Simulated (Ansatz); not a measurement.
A trial cell of CsRb went into the relaxation workflow.

Recipe of this trial structure of CsRb: Janus sheet modelled on a layer of As (top face changed Cs to Rb).

The sheet is periodic along a and b; c holds vacuum.

```cif
data_structure
_symmetry_space_group_name_H-M 'P 1'
_symmetry_Int_Tables_number 1
_cell_length_a 7.4677
_cell_length_b 7.4677
_cell_length_c 17.0000
_cell_angle_alpha 90.000
_cell_angle_beta 90.000
_cell_angle_gamma 120.000
_cell_volume 821.01
loop_
_atom_site_label
_atom_site_type_symbol
_atom_site_fract_x
_atom_site_fract_y
_atom_site_fract_z
_atom_site_occupancy
Cs1 Cs 0.33333 0.66667 0.43169 1
Rb1 Rb 0.66667 0.33333 0.56831 1
```

All numbers below come from DFT PBE, scalar-relativistic, plane waves, PAW (Ansatz).

Input of the final relaxation:

```yaml
crystal:
  lattice:
    - [7.4676607176, -5.716e-07, 0.0]
    - [-3.7338298638, 6.4671841741, 0.0]
    - [0.0, 0.0, 28.44495556]
  atoms:
    - { symbol: Cs, position: [0.3333333333, 0.6666666667, 0.2579986843] }
    - { symbol: Rb, position: [0.6666666667, 0.3333333333, 0.3396468266] }
  periodic: [true, true, false]
basis:
  ecutwfc: 420
kpoints:
  mp_grid: { grid: [6, 6, 1] }
hamiltonian:
  xc: pbe
scf:
  occupations: { method: gaussian, width: 0.01 }
output:
  forces: true
  stress: true
  eigenvalues: true
  write_density: true
  write_potential: true
  elf: true
  volumetric_format: npy
relax:
  adjacent_minimum: "off"
  f_tol: 0.01
  max_steps: 80
  cell: { stress_2d_tol: 0.02 }
```

```bash
ansatz run input.yaml --threads 1 --pin off --max-ram 2560MiB --backend cpu --events-out ev --progress --plain --runs-dir out
```

Last lines of the log:

```
       -0.298762       0.000000       0.000000
        0.000000      -0.298762       0.000000
        0.000000       0.000000       0.000000
  P = ½ c Tr σ = -0.2988 N/m
--- Band table (eV; the first three rows and the last of 7) ---
  k-point 0: bands = ["-31.3115", "-26.1687", "-15.4048", "-15.3723", "-15.3723", "-12.9902", "-12.9413", "-12.9413", "-3.3629", "-2.3639", "-1.1719", "-0.7269", "0.0454"]
  k-point 1: bands = ["-31.3115", "-26.1685", "-15.4046", "-15.3744", "-15.3728", "-12.9892", "-12.9490", "-12.9432", "-3.1805", "-2.1962", "-1.0779", "-0.6309", "-0.3383"]
  k-point 2: bands = ["-31.3114", "-26.1682", "-15.4041", "-15.3785", "-15.3739", "-12.9874", "-12.9642", "-12.9470", "-2.6686", "-1.7426", "-1.0695", "-0.8476", "-0.5018"]
  k-point 6: bands = ["-31.3114", "-26.1679", "-15.4038", "-15.3782", "-15.3780", "-12.9860", "-12.9628", "-12.9626", "-1.6126", "-1.4524", "-1.4308", "-0.7819", "-0.7499"]
  the weakly bound empty levels are not read free of the cell's end (walk_step)
End of that report.
Error: this geometry's ions and any external_charges that add to its thickness leave 10.30 Å inside the cut of a slab, less than keeps its energies, forces and levels apart from the length of the vector that does not repeat. The run stands on 28.4 Å: of a walk, start a new run from the last geometry
```

Question: How did the run end?

Answer: The program stopped on purpose. The sheet grew thicker as it relaxed, so half the box height, where the images are cut off, exceeded its thickness by only 10.30 Å, too little to keep the results free of the box's height. A new run from the last geometry lets the program choose a taller box. It had made 20 ionic steps, with the energy down by 0.099 eV/atom and the largest force component at 0.020 eV/Å. No property of the compound can be read from it.

The run took 11 min on 1 thread of Arm Neoverse N1 (shared host), peak memory 0.98 GiB.
